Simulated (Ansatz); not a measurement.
## Ir: frozen-core PAW against all-electron methods

```yaml
crystal:
  lattice:
    - [0.00000, 1.91970, 1.86211]
    - [1.91970, 0.00000, 1.86211]
    - [1.91970, 1.91970, 0.00000]
  atoms:
    - { symbol: Ir, position: [0.00000, 0.00000, 0.00000] }
```

Conventional cell: a = 2.715 Å, b = 2.715 Å, c = 3.724 Å, α = 90.00°, β = 90.00°, γ = 90.00°. Ir (atom 1) has 12 Ir at 2.67 to 2.71 Å as nearest neighbours.

The cell comes from COD entry 9008470, which wasn't checked; take it as a given geometry. The listed cell was then made from it by scaling, straining or moving an atom.

No spin–orbit coupling, which matters for the heavy atoms here.

All numbers are computed: DFT, PBEsol, PAW with Ansatz's default frozen-core files, scalar-relativistic (Ansatz 0.2.0); DFT, PBEsol, all-electron PAW with datasets made for the crystal, scalar-relativistic (Ansatz 0.2.0); DFT, PBEsol, all-electron LAPW, scalar-relativistic (Ansatz 0.2.0).

For PAW: a Γ-centred 15×15×15 k mesh, Fermi–Dirac smearing of 0.05 eV, cutoff 420 eV, no spin polarisation; the PAW files were made with PBE, and the program remakes their frozen cores for this functional. The crystal-made all-electron datasets (AE datasets) take a cutoff of 320 eV at this cell. LAPW targets a basis error of 0.5 meV/atom. The Ansatz runs share mesh, smearing and spin set-up. Plane-wave (PAW) pressures include the program's estimate of the Pulay term.

Stress and pressure are positive in compression.

Spin–orbit coupling is left out, which moves gradients at and beside heavy atoms by some per cent and at worst by a factor of two.

In a metal, gradients converge slowly with the k mesh: the values move by tens of per cent from one mesh to another, at times in sign, so only the comparison on one mesh counts.

| quantity | PAW | AE datasets | LAPW |
| --- | --- | --- | --- |
| pressure (GPa) | 9.71 | 9.65 | 9.65 |
| stress xx (GPa) | ? | 5.46 | 5.46 |
| stress zz (GPa) | 18.09 | 18.03 | 18.03 |
| field gradient Vzz at Ir (10²¹ V/m²) | -2.30 | -2.29 | – |

Task: Give the missing entry: row "stress xx (GPa)", column "PAW".

Result: 5.52.
